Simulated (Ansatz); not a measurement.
Input:

CuCl:
```
CELL_PARAMETERS angstrom
      0.00000     2.60374     2.60374
      2.60374     0.00000     2.60374
      2.60374     2.60374     0.00000
ATOMIC_POSITIONS crystal
  Cu 0.00000 0.00000 0.00000
  Cl 0.75000 0.75000 0.75000
```

This is the LDA-relaxed structure. Cartesian axes are those of the cell as given.

Problem. All from LDA (plane waves, PAW; program Ansatz), unless another level is named. Give the bulk modulus (Birch–Murnaghan fit).

Solution. 74.4 GPa.

Problem. And the highest zone-centre frequency (without LO–TO term)?

Solution. 190 cm⁻¹.

Problem. What about the piezoelectric stress constants (proper, relaxed ions, C/m²)?

Solution. e14 = e25 = e36 = -0.41.

Problem. And the zero-point energy?

Solution. 29.6 meV/atom.

Space group F-43m (zinc blende). The cell was relaxed with LDA under the symmetry of its start. No spin polarisation was allowed. Signs of piezoelectric constants follow the polarity of the cell as given.

Potentials: the earlier of the program's two PAW sets. The files were generated under PBE; for other functionals the program regenerates the frozen cores, and for LDA and PBEsol the local potential too.
